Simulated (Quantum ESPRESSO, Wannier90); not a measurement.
# CaC₂ (C2/m), plane waves to Wannier functions

```yaml
crystal:
  lattice:
    - [0.00000, -3.83059, 0.00000]
    - [-3.57890, 1.91529, 0.00000]
    - [2.16425, 0.00000, -7.09293]
  atoms:
    - { symbol: Ca, position: [0.20259, 0.40518, 0.24649] }
    - { symbol: Ca, position: [0.79741, 0.59482, 0.75351] }
    - { symbol: C, position: [0.92078, 0.84156, 0.43569] }
    - { symbol: C, position: [0.07922, 0.15844, 0.56431] }
    - { symbol: C, position: [0.54814, 0.09628, 0.94175] }
    - { symbol: C, position: [0.45186, 0.90372, 0.05825] }
```

Cell from Materials Project (mp-917), symmetrised, no further relaxation. Not found in the COD (Crystallography Open Database) copy used, which has the formula in other groups; not checked further. Computed values, not measurements, from LDA: Quantum ESPRESSO (norm-conserving PseudoDojo potentials, cutoff 66 Ry, no spin polarisation, no spin-orbit coupling) on a Γ-centred 4×4×4 mesh, then Wannier90. Density: 10×10×6 mesh, cold smearing 0.01 Ry.

Functional, cutoff and mesh named above are those of the base row (1); the first column says what each row takes instead. Model: 28 functions from bands 9-50, start hydrogen-like Ca: s;d; C: s;p, disentangled but not localised (num_iter = 0), frozen window tied to the conduction edge or Fermi level of each row, as listed, which moves Ω_I and hoppings a little by itself. Energies are relative to the valence-band maximum; the misfit is to pw.x on a path, for states up to 3.1 eV relative to the valence-band maximum. The lattice is scaled uniformly, fractional positions fixed. The disentangled Ω_I can sit in another minimum from row to row.

```json
[
 {"scale": "0.96", "frozen to (eV)": "3.45", "Ω_I (Å²)": "23.23", "rms misfit (meV)": "50", "gap (eV)": "1.95", "bottom of band 9 (eV)": "-12.60"},
 {"scale": "0.98", "frozen to (eV)": "3.55", "Ω_I (Å²)": "24.37", "rms misfit (meV)": "24", "gap (eV)": "2.05", "bottom of band 9 (eV)": "-12.37"},
 {"scale": "1", "frozen to (eV)": "3.62", "Ω_I (Å²)": "25.08", "rms misfit (meV)": "16", "gap (eV)": "2.12", "bottom of band 9 (eV)": "-12.15"},
 {"scale": "1.02", "frozen to (eV)": "3.68", "Ω_I (Å²)": "25.75", "rms misfit (meV)": "13", "gap (eV)": "2.18", "bottom of band 9 (eV)": "-11.94"},
 {"scale": "1.04", "frozen to (eV)": "3.73", "Ω_I (Å²)": "26.35", "rms misfit (meV)": "10", "gap (eV)": "2.23", "bottom of band 9 (eV)": "-11.73"}
]
```
